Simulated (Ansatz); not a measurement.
TiTe2:
```
TiTe2
1.0
    1.88085     1.08591     6.91227
   -1.88085     1.08591     6.91227
    0.00000    -2.17182     6.91227
Ti Te
1 2
Direct
  0.00024   0.00024   0.00024
  0.75110   0.75110   0.75110
  0.58196   0.58196   0.58196
```

Relaxed with r²SCAN+D4. Special points in fractions of this cell's reciprocal vectors: Γ (0.000, 0.000, 0.000); T (0.500, 0.500, 0.500); H2 (0.817, 0.183, 0.500); H0 (0.500, -0.183, 0.183); L (0.500, 0.000, 0.000); S0 (0.342, -0.342, 0.000); S2 (0.658, 0.000, 0.342); F (0.500, 0.000, 0.500).

**Question.** List the band energies nearest the Fermi level at these points for the program Ansatz at the r²SCAN+D4 level (PAW).

**Answer.** In eV from the Fermi level; about four levels below and three above (degenerate sets whole), none deeper than 8.9 eV; points with the same levels are listed once.

```json
[
 {"k": "Γ", "below": "-1.25 -1.25 -0.56 -0.56", "above": "0.24 0.67 2.39 2.39"},
 {"k": "T", "below": "-1.29 -1.29 -0.51 -0.51", "above": "1.22 2.56 2.56"},
 {"k": "H2", "below": "-3.71 -3.11 -2.67 -1.17", "above": "0.60 1.45 1.98"},
 {"k": "L", "below": "-3.31 -1.91 -0.85 -0.83", "above": "0.01 1.46 1.82"},
 {"k": "S0", "below": "-3.76 -3.09 -2.69 -1.17", "above": "0.61 1.44 1.99"},
 {"k": "F", "below": "-2.84 -1.76 -1.45 -1.10", "above": "0.05 1.42 1.84"}
]
```

Space group R3m. The cell is a constructed one: a structure type filled with these elements; neither database checked (COD, Materials Project) lists it. COD files the formula under space group No. 164. Its standing as an ambient phase is unchecked. The cell was relaxed with r²SCAN+D4 under the symmetry of its start; its stability against distortions is not shown here. No spin polarisation was allowed. Spin–orbit coupling is left out wherever it is not named.

Potentials: the later of the program's two PAW sets.
